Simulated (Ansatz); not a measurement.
A 6-atom cell of HfSnO4 built on tetragonal HfO2 (relaxed group P-4m2) was put through Ansatz (plane waves). Cell and atoms come from a relaxation with r2SCAN.

The cell given to it:
```cif
data_structure
_symmetry_space_group_name_H-M 'P 1'
_symmetry_Int_Tables_number 1
_cell_length_a 3.5643
_cell_length_b 3.5643
_cell_length_c 5.3382
_cell_angle_alpha 90.000
_cell_angle_beta 90.000
_cell_angle_gamma 90.000
_cell_volume 67.82
loop_
_atom_site_label
_atom_site_type_symbol
_atom_site_fract_x
_atom_site_fract_y
_atom_site_fract_z
_atom_site_occupancy
Hf1 Hf 0.50000 0.50000 0.50000 1
Sn1 Sn 0.00000 0.00000 0.00000 1
O1 O 0.50000 0.00000 0.68195 1
O2 O 0.00000 0.50000 0.81563 1
O3 O 0.00000 0.50000 0.31805 1
O4 O 0.50000 0.00000 0.18437 1
```

Main lines of the log:
```
scf.n_extra_bands = 5 over 32 filled bands (N_el = 64.0): the run solves 37 bands
Pseudopotential: Hf, paw, valence charge 26, recommended cutoff 500 eV (meta_gga)
Pseudopotential: Sn, paw, valence charge 14, recommended cutoff 500 eV (meta_gga)
Pseudopotential: O, paw, valence charge 6, recommended cutoff 500 eV (meta_gga)
Functional definition: r2SCAN
Crystal: 6 atoms, lattice volume = 67.818 Å³
Basis set: ecut = 500 eV, 1771 PW (Γ)
Symmetry: 8 space group operations
Space group: P-4m2 (ITA 115)
k-points: 60 of 384 (time reversal used)
preconditioner: auto → Resta (q_TF=auto, 2.702 Å⁻¹)  ε∞=4.6  [insulator: Δε(μ)=2.688 eV  ℏωp=35.5 eV]
SCF 1 converged in 8 iterations: F = -24051.956029 eV  dr2 = 8.90e-9
Free energy (F): -24051.956029 eV
Fermi energy:    12.100439 eV
--- Per-component energies (eV) ---
  E_band       = -77.846402
  E_kinetic    = 1318.474740
  E_local      = -7659.363537
  E_nonlocal   = -1086.778705
  E_hartree    = 3613.957457
  E_xc         = -949.518864
  E_vxc        = -817.364532
  E_paw        = -11763.754410
  E_vpaw       = 892.030335
  E_vtau       = 47.233611
  E_ewald      = -7525.905969
  E_core_change = 0.929078
--- Forces (eV/Å), atoms counted from 1 ---
  atom   1  Hf      0.00000      0.00000      0.00000
  atom   2  Sn      0.00000      0.00000      0.00000
  atom   3  O       0.00000      0.00000    -0.00012
  atom   4  O       0.00000      0.00000    -0.00129
  atom   5  O       0.00000      0.00000      0.00012
  atom   6  O       0.00000      0.00000      0.00129
--- Stress (GPa, compression-positive) ---
       -0.001636       0.000000       0.000000
        0.000000      -0.001636       0.000000
        0.000000       0.000000       0.023427
  P = ⅓ Tr σ = 0.0067 GPa (0.067 kbar)
--- Band table (eV; the first three rows and the last of 60) ---
  k-point 0: bands = […, 11.0427, 11.0711, 11.0711, 11.7523, 11.9286, 11.9286, 14.6785, 18.1529, 18.3321, 20.2262, …]
  k-point 1: bands = […, 10.5745, 10.9712, 10.9712, 11.4679, 11.9372, 11.9372, 15.0616, 18.1531, 18.3509, 19.9151, …]
  k-point 2: bands = […, 9.5591, 10.7075, 10.7075, 10.8633, 11.9569, 11.9569, 15.7735, 18.1534, 18.1951, 19.5847, …]
  k-point 59: bands = […, 10.6143, 10.6232, 10.6232, 11.2416, 11.7494, 11.8009, 18.6331, 18.6485, 19.0023, 19.5631, …]
```

bands.tsv, columns around the gap (it counts bands from 0):
```tsv
# k_distance	band_27	band_28	band_29	band_30	band_31	band_32	band_33	band_34	band_35
# fermi_ev = 12.100439
# [0, 0, 0] at k_distance = 0.000000
# [0, 0.5, 0] at k_distance = 0.881407
# [0.5, 0.5, 0] at k_distance = 1.762814
# [0, 0, 0.5] at k_distance = 3.141255
# [0, 0.5, 0.5] at k_distance = 4.022663
# [0.5, 0.5, 0.5] at k_distance = 4.904070
# levels_relative_to = fermi_ev
0.000	-1.029	-1.029	-0.348	-0.172	-0.172	2.578	6.052	6.232	8.126
0.881	-1.589	-1.544	-1.397	-0.532	-0.412	5.144	5.925	6.506	8.005
1.763	-1.184	-0.593	-0.458	-0.458	0.000	5.112	6.548	7.405	7.405
3.141	-1.649	-1.603	-1.603	-0.133	-0.133	4.081	5.829	6.053	7.501
4.023	-2.070	-1.865	-1.321	-1.179	-1.104	5.475	5.845	6.866	8.240
4.904	-1.477	-1.477	-0.859	-0.351	-0.300	6.533	6.548	6.902	7.463
```
In order the rows are Γ, X, M, Z, R, A.

Q: What input produced it? Give the YAML.

A:
```yaml
crystal:
  # lattice and atoms as above
kpoints:
  mp_grid: { grid: [8, 8, 6] }
  band_path:
    path:
      - [0.0, 0.0, 0.0]
      - [0.0, 0.5, 0.0]
      - [0.5, 0.5, 0.0]
      - [0.0, 0.0, 0.5]
      - [0.0, 0.5, 0.5]
      - [0.5, 0.5, 0.5]
    npoints: 1
hamiltonian:
  xc: r2scan
scf:
  occupations: { method: fixed }
  n_extra_bands: 5
output:
  forces: true
  stress: true
  eigenvalues: true
```
The term E_vtau belongs to a meta-GGA, which reads the kinetic-energy density. A single point prints forces and stress when the output block asks for them. This is the file that was run; thresholds and some counts can't be read off the log exactly.

Run as `ansatz run input.yaml --threads 2 --pin off --max-ram 29491MiB --backend cpu --events-out ev --progress --plain --runs-dir out`. Wall time 13 s on 2 threads of AMD EPYC 7R13 Processor (Zen 3), on a shared host, load about 0.9 per core; peak host memory 0.66 GiB.

Spin-unpolarised throughout. Whether this structure exists isn't addressed.

No spin-orbit coupling is included; it can move band edges with weight on the heavy atoms by tenths of an eV.
